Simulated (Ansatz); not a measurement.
Ir (fcc (Cu type)), relaxed and computed with several functionals in Ansatz (plane waves, PAW).

```
functional  a (Å)  B₀ by P(V) fit (GPa)  K_Hill (GPa)  G_Hill (GPa)  Θ_D (K)
----------  -----  --------------------  ------------  ------------  -------
r²SCAN      3.844                   377           378           240      445
PBEsol      3.830                   386           387           244      448
r²SCAN+D4   3.835                   386           387           246      450
LDA             ?                     ?             ?             ?        ?
PBE+D3(BJ)  3.841                   373           374           240      445
PBE         3.871                   347           348           221      429
```

Question: Complete the blanks.

Answer: 
- LDA, a (Å): 3.811
- LDA, B₀ by P(V) fit (GPa): 405
- LDA, K_Hill (GPa): 405
- LDA, G_Hill (GPa): 251
- LDA, Θ_D (K): 454

All cells were relaxed under the symmetry of their starts (and spin orders); stability against distortions was not tested throughout. Rows with no word on spin ran without spin polarisation. Spin–orbit coupling is left out wherever it is not named.

Potentials: the later of the program's two PAW sets.

Ansatz (an electronic-structure program) is a plane-wave DFT program.
